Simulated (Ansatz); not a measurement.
Given:

TlBr:
```cif
data_BrTl
_chemical_formula_sum 'Tl1 Br1'
_space_group_name_H-M_alt 'Pm-3m'
_space_group_IT_number 221
_space_group_name_Hall '-P 4 2 3'
_cell_length_a 3.83930
_cell_length_b 3.83930
_cell_length_c 3.83930
_cell_angle_alpha 90.000
_cell_angle_beta 90.000
_cell_angle_gamma 90.000
loop_
_atom_site_label
_atom_site_type_symbol
_atom_site_symmetry_multiplicity
_atom_site_Wyckoff_symbol
_atom_site_fract_x
_atom_site_fract_y
_atom_site_fract_z
_atom_site_occupancy
Tl1 Tl 1 a 0.00000 0.00000 0.00000 1
Br1 Br 1 b 0.50000 0.50000 0.50000 1
```

This is the LDA-relaxed structure.

Question: All from the program Ansatz at the LDA level (PAW), unless another level is named. Estimate the formation energy from the elements (no fitted shifts).

Answer: -0.75 eV/atom.

Question: And the band gap?

Answer: 1.36 eV (direct).

Question: And the HSE06 gap on the LDA cell?

Answer: 2.16 eV.

Question: Give the gap with spin–orbit coupling.

Answer: 0.57 eV.

Question: Predict the weight of the conduction-edge state by species (Voronoi cells).

Answer: Tl 68 %, Br 32 %.

Symmetry was held in the LDA relaxation. The references are the lowest solids computed at this level, not always the standard phases. Scalar-relativistic: spin–orbit coupling is off unless named, which matters more the heavier the elements.

Potentials: the later of the program's two PAW sets.
